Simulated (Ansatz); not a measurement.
RbGdO₂ (R-3m); total moment held at 4.9 μB.

```xyz
4
Lattice="1.7740 1.0242 6.5267 -1.7740 1.0242 6.5267 0.0000 -2.0484 6.5267" Properties=species:S:1:pos:R:3 pbc="T T T"
Rb    0.0000    0.0000    0.0000
Gd    0.0000    0.0000    9.7900
O     0.0000    0.0000    4.3076
O     0.0000    0.0000   15.2724
```

The geometry is a structure as deposited in COD, held fixed and not relaxed.

Functional, mesh and filling: PBEsol, 9×9×9 k mesh, Fermi–Dirac smearing of 0.08 eV. PAW means Ansatz 0.2.0 on its default frozen-core files. Site moments are integrated in spheres about the atoms. Start moments (μB): Gd2 4.9.

The self-consistent cycle went as follows.

```csv
iteration,Harris–Foulkes energy less the last (meV),density residual (eV),M (μB),∫|m| (μB)
1,-1194.849,9.0e+00,4.9000,6.9953
2,-11.345,9.6e-01,4.9000,6.1760
3,-67.943,3.5e-01,4.9000,5.6802
4,-85.639,1.9e-01,4.9000,5.4798
5,-56.293,3.2e-02,4.9000,5.2763
6,-91.679,7.2e-03,4.9000,5.2639
7,-99.955,1.2e-02,4.9000,5.2521
8,-106.470,7.4e-04,4.9000,5.2430
9,-106.481,1.7e-04,4.9000,5.2426
10,-106.503,6.1e-05,4.9000,5.2411
11,-106.526,1.2e-05,4.9000,5.2403
12,-106.533,1.0e-06,4.9000,5.2400
13,-106.534,2.0e-07,4.9000,5.2399
14,-6407.712,2.6e+00,4.9000,8.7052
15,670.972,4.6e-01,4.9000,6.8013
16,-168.224,1.2e-01,4.9000,5.7018
17,-218.768,4.6e-01,4.9000,5.3327
18,-410.052,2.7e-01,4.9000,5.2314
19,-118.195,9.3e-02,4.9000,5.2253
20,-113.755,4.6e-02,4.9000,5.2344
21,-107.679,7.5e-03,4.9000,5.2367
22,-105.671,9.3e-04,4.9000,5.2336
23,-106.463,1.2e-04,4.9000,5.2376
24,-106.536,2.1e-05,4.9000,5.2398
25,-106.533,1.7e-06,4.9000,5.2399
26,-106.534,2.0e-07,4.9000,5.2399
27,-106.534,2.1e-07,4.9000,5.2399
28,-106.534,5.2e-08,4.9000,5.2399
29,-106.534,5.9e-08,4.9000,5.2399
30,-106.534,1.7e-08,4.9000,5.2399
31,-106.534,1.7e-08,4.9000,5.2399
32,-106.525,1.5e-06,4.9000,5.2398
33,-106.534,1.2e-07,4.9000,5.2399
34,-106.534,7.2e-09,4.9000,5.2399
35,-106.534,1.7e-08,4.9000,5.2399
36,291.531,2.7e-01,4.9000,5.3447
37,0.000,1.4e-03,4.9000,5.0505
```

Site moments (μB): Rb1 -0.01, Gd2 4.91, O3 -0.06, O4 -0.06. Cell moment 4.90 μB.

The PAW files were made with PBE; the program remakes their cores once for the run's functional and then keeps them frozen. Without U a semilocal functional puts the f levels too near the Fermi level, which can change moments and the order of magnetic states; site and cell moments are spin moments. Spin–orbit coupling is left out although heavy atoms are present. In at least one run the program's final test of stability wasn't made or came to no verdict. With open f shells a run can end in a state that isn't the lowest. The magnetic state is the one that this cell and start allow. It needn't be the compound's measured order, which may need a larger cell or be absent.
